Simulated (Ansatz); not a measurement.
Data:

LaB₆:
```cif
data_B6La
_chemical_formula_sum 'La1 B6'
_space_group_name_H-M_alt 'P 1'
_space_group_IT_number 1
_cell_length_a 4.12986
_cell_length_b 4.12986
_cell_length_c 4.12986
_cell_angle_alpha 90.000
_cell_angle_beta 90.000
_cell_angle_gamma 90.000
loop_
_space_group_symop_operation_xyz
  'x, y, z'
loop_
_atom_site_label
_atom_site_type_symbol
_atom_site_fract_x
_atom_site_fract_y
_atom_site_fract_z
_atom_site_occupancy
La1 La 0.00000 0.00000 0.00000 1
B1 B 0.19966 0.50000 0.50000 1
B2 B 0.50000 0.19966 0.50000 1
B3 B 0.80034 0.50000 0.50000 1
B4 B 0.50000 0.80034 0.50000 1
B5 B 0.50000 0.50000 0.19966 1
B6 B 0.50000 0.50000 0.80034 1
```

This is the PBEsol-relaxed structure.

Question: All from the program Ansatz at the PBEsol level (PAW), unless another level is named. Give the Poisson's ratio.

Answer: 0.20.

Question: And the elastic constants (relaxed ions, GPa)?

Answer: C11 = 489, C12 = 25.6, C44 = 90.8.

Question: And the highest zone-centre frequency?

Answer: 1287 cm⁻¹.

Space group Pm-3m. The cell was relaxed with PBEsol under the symmetry of its start; of distortions, only those at the zone centre were tested. As this level gives no gap, shear constants depend on the k-mesh and smearing (Fermi–Dirac, 0.1 eV here). As this level gives no gap, phonon frequencies hold no LO–TO term and depend on the k-mesh and smearing (Fermi–Dirac, 0.1 eV here). Spin–orbit coupling is left out wherever it is not named.

Potentials: the later of the program's two PAW sets.
